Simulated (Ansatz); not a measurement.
Relaxation of a randomly generated symmetric cell of Sn (space group No. 21); 4 atoms in the cell, which starts as C222 (No. 21), oS8; a = 4.6050 Å, b = 6.7099 Å, c = 8.4405 Å, α = β = γ = 90.00°. Level of theory: PBE (plane waves to 420 eV, PAW, scalar-relativistic; Ansatz, an electronic-structure program). Γ-centred k-mesh 9×9×4 on the run's cell (coarser than for final values), Fermi–Dirac smearing 0.05 eV. This is the first round of the run. 

The optimiser's lines from the output (shortened; P is positive under compression):

```
relax step   1: F+E_penalty+E_count = -24090.17227068 eV  Δ(F+E_penalty+E_count) = +0.000e0 eV  max|allowed force component| = 5.315e0 eV/Å  Δτ_max = 0.0000 Å  P = +20.937 GPa  Ω = 130.402 Å³  (9 SCF iters, dr2 threshold 1.00e-7 eV, accepted)
relax step   2: F+E_penalty+E_count = -24092.73546390 eV  Δ(F+E_penalty+E_count) = -2.563e0 eV  max|allowed force component| = 2.143e0 eV/Å  Δτ_max = 0.0777 Å  P = +10.949 GPa  Ω = 136.535 Å³  (7 SCF iters, dr2 threshold 4.00e-7 eV, accepted)
relax step   3: F+E_penalty+E_count = -24094.41547349 eV  Δ(F+E_penalty+E_count) = -1.680e0 eV  max|allowed force component| = 1.218e0 eV/Å  Δτ_max = 0.1328 Å  P = +5.058 GPa  Ω = 137.494 Å³  (6 SCF iters, dr2 threshold 4.00e-7 eV, accepted)
relax step   4: F+E_penalty+E_count = -24095.40374812 eV  Δ(F+E_penalty+E_count) = -9.883e-1 eV  max|allowed force component| = 5.151e-1 eV/Å  Δτ_max = 0.1073 Å  P = +1.378 GPa  Ω = 134.643 Å³  (7 SCF iters, dr2 threshold 4.00e-7 eV, accepted)
relax step   5: F+E_penalty+E_count = -24095.95099609 eV  Δ(F+E_penalty+E_count) = -5.472e-1 eV  max|allowed force component| = 1.955e-1 eV/Å  Δτ_max = 0.0601 Å  P = +0.107 GPa  Ω = 129.318 Å³  (6 SCF iters, dr2 threshold 4.00e-7 eV, accepted)
relax step   6: F+E_penalty+E_count = -24096.29874064 eV  Δ(F+E_penalty+E_count) = -3.477e-1 eV  max|allowed force component| = 8.828e-2 eV/Å  Δτ_max = 0.0252 Å  P = -0.028 GPa  Ω = 123.811 Å³  (6 SCF iters, dr2 threshold 4.00e-7 eV, accepted)
relax step   7: F+E_penalty+E_count = -24096.53323906 eV  Δ(F+E_penalty+E_count) = -2.345e-1 eV  max|allowed force component| = 2.101e-1 eV/Å  Δτ_max = 0.0823 Å  P = -0.352 GPa  Ω = 120.132 Å³  (6 SCF iters, dr2 threshold 4.00e-7 eV, accepted)
relax step   8: F+E_penalty+E_count = -24096.68067772 eV  Δ(F+E_penalty+E_count) = -1.474e-1 eV  max|allowed force component| = 1.559e-1 eV/Å  Δτ_max = 0.1871 Å  P = -0.279 GPa  Ω = 116.522 Å³  (6 SCF iters, dr2 threshold 4.00e-7 eV, accepted)
relax step   9: F+E_penalty+E_count = -24096.74453293 eV  Δ(F+E_penalty+E_count) = -6.386e-2 eV  max|allowed force component| = 9.228e-2 eV/Å  Δτ_max = 0.2000 Å  P = -0.166 GPa  Ω = 114.042 Å³  (6 SCF iters, dr2 threshold 4.00e-7 eV, accepted)
relax step  10: F+E_penalty+E_count = -24096.82126151 eV  Δ(F+E_penalty+E_count) = -7.673e-2 eV  max|allowed force component| = 8.097e-2 eV/Å  Δτ_max = 0.2000 Å  P = -0.045 GPa  Ω = 112.194 Å³  (6 SCF iters, dr2 threshold 4.00e-7 eV, accepted)
relax step  11: F+E_penalty+E_count = -24096.84516015 eV  Δ(F+E_penalty+E_count) = -2.390e-2 eV  max|allowed force component| = 8.904e-2 eV/Å  Δτ_max = 0.1015 Å  P = +1.405 GPa  Ω = 107.775 Å³  (6 SCF iters, dr2 threshold 4.00e-7 eV, accepted)
relax step  12: F+E_penalty+E_count = -24096.82677813 eV  Δ(F+E_penalty+E_count) = +1.838e-2 eV  max|allowed force component| = 2.287e-1 eV/Å  Δτ_max = 0.0287 Å  P = -2.591 GPa  Ω = 115.926 Å³  (5 SCF iters, dr2 threshold 4.00e-7 eV, rejected (line search))
relax step  13: F+E_penalty+E_count = -24096.88069703 eV  Δ(F+E_penalty+E_count) = -3.554e-2 eV  max|allowed force component| = 2.535e-3 eV/Å  Δτ_max = 0.0133 Å  P = -0.010 GPa  Ω = 110.979 Å³  (10 SCF iters, accepted)
relax step  14: F+E_penalty+E_count = -24096.87931326 eV  Δ(F+E_penalty+E_count) = +1.384e-3 eV  max|allowed force component| = 8.708e-4 eV/Å  Δτ_max = 0.0006 Å  P = +0.010 GPa  Ω = 110.986 Å³  (5 SCF iters, dr2 threshold 3.30e-7 eV, rejected (line search))
relax step  15: F+E_penalty+E_count = -24096.88166630 eV  Δ(F+E_penalty+E_count) = -9.693e-4 eV  max|allowed force component| = 6.266e-4 eV/Å  Δτ_max = 0.0002 Å  P = -0.011 GPa  Ω = 110.937 Å³  (8 SCF iters, accepted)
relax step  16: F+E_penalty+E_count = -24096.88167200 eV  Δ(F+E_penalty+E_count) = -5.693e-6 eV  max|allowed force component| = 2.728e-4 eV/Å  Δτ_max = 0.0001 Å  P = +0.000 GPa  Ω = 110.917 Å³  (4 SCF iters, dr2 threshold 2.29e-9 eV, accepted)
relax step  17: F+E_penalty+E_count = -24096.96268095 eV  Δ(F+E_penalty+E_count) = -8.101e-2 eV  max|allowed force component| = 2.516e-4 eV/Å  Δτ_max = 0.0000 Å  P = +1.052 GPa  Ω = 110.917 Å³  stress off target by 2.93e0 GPa  SCF on the basis re-selected at this cell (its energy is not comparable with the rows above)  (8 SCF iters)
relax step  18: F+E_penalty+E_count = -24096.97964819 eV  Δ(F+E_penalty+E_count) = -1.697e-2 eV  max|allowed force component| = 1.054e-5 eV/Å  Δτ_max = 0.0000 Å  P = +0.335 GPa  Ω = 112.371 Å³  (4 SCF iters, dr2 threshold 4.00e-7 eV, accepted)
relax step  19: F+E_penalty+E_count = -24096.98093526 eV  Δ(F+E_penalty+E_count) = -1.287e-3 eV  max|allowed force component| = 5.455e-5 eV/Å  Δτ_max = 0.0000 Å  P = +0.001 GPa  Ω = 113.176 Å³  (4 SCF iters, dr2 threshold 4.00e-7 eV, accepted)
relax step  20: F+E_penalty+E_count = -24096.98096270 eV  Δ(F+E_penalty+E_count) = -2.744e-5 eV  max|allowed force component| = 2.624e-5 eV/Å  Δτ_max = 0.0000 Å  P = +0.008 GPa  Ω = 113.164 Å³  (3 SCF iters, dr2 threshold 1.82e-8 eV, accepted)
relax step  21: F+E_penalty+E_count = -24096.98096541 eV  Δ(F+E_penalty+E_count) = -2.710e-6 eV  max|allowed force component| = 1.109e-4 eV/Å  Δτ_max = 0.0000 Å  P = -0.001 GPa  Ω = 113.187 Å³  (3 SCF iters, dr2 threshold 1.88e-9 eV, accepted)
relax step  22: F+E_penalty+E_count = -24096.98111403 eV  Δ(F+E_penalty+E_count) = -1.486e-4 eV  max|allowed force component| = 1.109e-4 eV/Å  Δτ_max = 0.0000 Å  P = -0.000 GPa  Ω = 113.187 Å³  stress off target by 4.32e-3 GPa  SCF on the basis re-selected at this cell (its energy is not comparable with the rows above)  (5 SCF iters)
```

From the first to the last row the energy changes by -1.70 eV/atom and the volume by -13.2 %. The last row is marked as not comparable with the walk above it, whose basis was carried along; it does compare with step 1, since both stand on a basis selected at the nominal cutoff for their own cell.

Energy and pressure jump between steps 16 and 17 at one geometry, where the plane-wave basis was selected anew. While the cell walks, the set of plane waves is carried along, so its effective cutoff drifts with the strain; re-selecting it at 420 eV moved the energy by -0.020 eV/atom and the pressure by 1.1 GPa. Only step 1 and rows on a re-selected basis compare with each other.

Steps 12, 14 were rejected by the optimiser.

Later rounds, restarted from the end of this one on a renewed k-mesh, logged 11 more steps and released 0.01 eV/atom more. The final structure after all rounds: P6/mmm (No. 191), hP1, AFLOW prototype A_hP1_191_a (A_f, as in Sn); a = b = 3.2658 Å, c = 3.0811 Å, α = β = 90.00°, γ = 120.00°. Between re-selections the logged energies stand on a plane-wave basis carried along with the cell. No spin polarisation in the result.

The run could not lose the symmetry of its start, so the end can be a saddle point.

The relaxed structure here is a generated cell of Sn: the first start was made by a random draw of sites in a space group, and the end was not matched to a known phase here, so it may be hypothetical. Known forms of Sn include space group No. 141, 227.
